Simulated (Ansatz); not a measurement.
BeS (zinc blende, F-43m), the program Ansatz at the PBE level (PAW): ε∞ = 5.25, cell volume 28.98 Å³. Infrared-active transverse modes:

```csv
ω_TO (cm⁻¹),oscillator strength S_xx (e²/amu)
557.8,0.3733
```

Task: Compute the static dielectric constant.

Result: Each mode adds (4.921e7/V) S/ω²: 2.04. So ε0 = 7.28.

Task: What LO frequency does the Lyddane–Sachs–Teller relation give?

Result: ω_LO = ω_TO √(ε0/ε∞) = 657 cm⁻¹.

The PBE relaxation kept the symmetry of its start; phonons on a q-mesh show no instability.

Potentials: the later of the program's two PAW sets.
